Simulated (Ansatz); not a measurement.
SiC (zinc blende), conventional cell a = 4.3563 Å, b = 4.3563 Å, c = 4.3563 Å, α = 90.00°, β = 90.00°, γ = 90.00°. The calculation uses the primitive cell of 2 atoms, to which meshes and values per cell refer.

E(V) scan at fixed shape, V₀ the volume above. Symmetry pins the atoms to their sites.

These are r2SCAN (plane waves to 500 eV, PAW, scalar-relativistic; Ansatz, a first-principles code) values and carry that method's errors. k mesh 14×14×14 (Γ-centred), Fermi-Dirac smearing 0.05 eV. Energies are smeared free energies. Compression counts positive. SiC was relaxed with its symmetry unable to fall. ΔE is measured from the relaxed starting cell.

The scan covers V/V₀ from 0.940 to 1.060 in 11 points.

What pressure does the cell carry at V/V₀ = 0.940?

15.8 GPa.

What is ΔE at V/V₀ = 1.060?

24.0 meV/atom.

What is ΔE at V/V₀ = 0.940?

29.2 meV/atom.

(Under strain, the slope of the energy per volume gives the stress and its curvature an elastic modulus.)
